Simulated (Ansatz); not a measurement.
## Ni₂Pt: stable or not

The cell was found from a structure generator's guess, not taken from experiment.

Theory: DFT PBE, scalar-relativistic, plane waves, PAW (Ansatz). Plane waves to 420 eV, an 18×18×8 mesh through Γ for the 3-atom cell and 0.10 eV Gaussian smearing; collinear spin.

```yaml
crystal:
  lattice:
    - [2.66534, 0.00000, 0.00000]
    - [-1.33267, 2.30825, 0.00000]
    - [0.00000, 0.00000, 6.26161]
  atoms:
    - { symbol: Ni, position: [0.66667, 0.33333, 0.84738] }
    - { symbol: Ni, position: [0.33333, 0.66667, 0.15262] }
    - { symbol: Pt, position: [0.00000, 0.00000, 0.50000] }
```

Formation energies are uncorrected and refer to the elements' standard structures at the same level.

Q: These tests were run: energy against the elements; random kick, then relaxation without symmetry; phonons at Γ. What do they show?

A:

| test | result |
| --- | --- |
| energy against the elements | 0.00 eV/atom |
| random kick, then relaxation without symmetry | returns |
| phonons at Γ | lowest optical mode 89 cm⁻¹ |

It fails none of these tests outright. Other phases of the system weren't compared here, so this isn't yet thermodynamic stability. Phonons away from Γ weren't computed. Undecided within the accuracy: energy against the elements.

The k mesh leaves some 4 meV/atom of noise in the energy of each metallic cell. Spin–orbit coupling, which can matter for Pt, is left out. The magnetic state reached may not be the lowest. The kick test ran on a coarse mesh. The run for the phonons used an 18×18×8 k mesh and Gaussian smearing of 0.20 eV. The cell carries site moments Ni 0.8 (×2); Pt 0.2 μB.
